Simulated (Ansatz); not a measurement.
Here is the system:

AlN:
```
AlN
1.0
    5.32876     0.00000     0.00000
    0.00000     5.32876     0.00000
    0.00000     0.00000     5.32876
Al N
6 6
Direct
  0.25000   0.00000   0.50000
  0.50000   0.25000   0.00000
  0.50000   0.75000   0.00000
  0.75000   0.00000   0.50000
  0.00000   0.50000   0.75000
  0.00000   0.50000   0.25000
  0.25000   0.50000   0.00000
  0.00000   0.25000   0.50000
  0.00000   0.75000   0.50000
  0.75000   0.50000   0.00000
  0.50000   0.00000   0.75000
  0.50000   0.00000   0.25000
```

This is the r²SCAN-relaxed structure.

Q: All from r²SCAN in the plane-wave PAW code Ansatz, unless another level is named. Estimate the hole effective mass, band 2 of 3 at the edge.

A: 0.58 along [110], 0.87 along [111] (mₑ).

Q: Next, the HSE06 gap on the r²SCAN cell?

A: 3.96 eV.

Q: Next, the electron effective mass?

A: 0.33 mₑ (isotropic).

Q: Predict the weight of the valence-edge state by species (Voronoi cells).

A: N 86 %, Al 14 %.

Space group Pm-3n. The start of the workflow was typed in or built on a structure type; neither database checked (COD, Materials Project) lists it. It is not the phase usual at ambient conditions (space group No. 186, 216). Symmetry was held in the r²SCAN relaxation; its stability against distortions is not shown here.

Potentials: the later of the program's two PAW sets.
